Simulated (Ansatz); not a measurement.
Data:

ZrTiB$_{4}$:
```
ZrTiB4
1.0
    3.09070     0.00000     0.00000
    0.00000     3.36755     0.00000
    0.00000     0.00000     5.35009
Ti B Zr
1 4 1
Direct
  0.00000   0.00000   0.00000
  0.50000   0.50000   0.16136
  0.00000   0.50000   0.32611
  0.00000   0.50000   0.67389
  0.50000   0.50000   0.83864
  0.50000   0.00000   0.50000
```

This is the PBEsol-relaxed structure.

### Question
All from PBEsol (plane waves, PAW; program Ansatz), unless another level is named. Estimate the electronic character.

### Answer
metallic (no gap).

### Question
Next, the formation energy from the elements (no fitted shifts)?

### Answer
-102 kJ/mol of atoms.

### Question
Predict the density of states at the Fermi level.

### Answer
0.10 states/eV per atom (mean over ±0.08 eV).

### Question
Predict the gap with spin–orbit coupling.

### Answer
none (metallic).

Space group Pmmm. The start of the workflow was typed in or built on a structure type; neither database checked (COD, Materials Project) lists it. Its standing as an ambient phase is unchecked. Symmetry was held in the PBEsol relaxation; whether a distortion lowers the energy is not shown. No spin polarisation was allowed. The references are the lowest solids computed at this level, not always the standard phases. Spin–orbit coupling is left out wherever it is not named.

Potentials: the earlier of the program's two PAW sets. The files were generated under PBE; for other functionals the program regenerates the frozen cores, and for LDA and PBEsol the local potential too.
